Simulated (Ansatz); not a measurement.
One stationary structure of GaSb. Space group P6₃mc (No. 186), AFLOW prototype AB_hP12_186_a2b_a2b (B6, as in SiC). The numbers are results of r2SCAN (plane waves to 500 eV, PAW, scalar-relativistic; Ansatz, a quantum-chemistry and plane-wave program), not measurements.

```cif
data_Ga6Sb6
_chemical_formula_sum 'Ga6 Sb6'
_space_group_name_H-M_alt 'P 1'
_space_group_IT_number 1
_cell_length_a 4.33078
_cell_length_b 4.33078
_cell_length_c 21.28980
_cell_angle_alpha 90.000
_cell_angle_beta 90.000
_cell_angle_gamma 120.000
loop_
_space_group_symop_operation_xyz
  'x, y, z'
loop_
_atom_site_label
_atom_site_type_symbol
_atom_site_fract_x
_atom_site_fract_y
_atom_site_fract_z
_atom_site_occupancy
Ga1 Ga 0.00000 0.00000 0.00001 1
Ga2 Ga 0.00000 0.00000 0.50001 1
Ga3 Ga 0.66667 0.33333 0.83268 1
Ga4 Ga 0.33333 0.66667 0.33268 1
Ga5 Ga 0.66667 0.33333 0.16649 1
Ga6 Ga 0.33333 0.66667 0.66649 1
Sb1 Sb 0.00000 0.00000 0.87452 1
Sb2 Sb 0.00000 0.00000 0.37452 1
Sb3 Sb 0.66667 0.33333 0.70811 1
Sb4 Sb 0.33333 0.66667 0.20811 1
Sb5 Sb 0.66667 0.33333 0.04188 1
Sb6 Sb 0.33333 0.66667 0.54188 1
```

Estimate the band gap that r2SCAN returns for this input.

0.41 eV, direct at Γ (no spin-orbit coupling).

No spin polarisation in the result. Spin-orbit coupling is missing; with elements this heavy it can move band edges by tenths of an eV or more.

The run could not lose the symmetry of its start.

The first start was generated by placing the elements on the sites of a structure type. Materials Project lists a structure of GaSb in the same space group, P6₃mc (No. 186); the sites were not compared with it, nor with measured phases. Known forms of GaSb include space group No. 216.
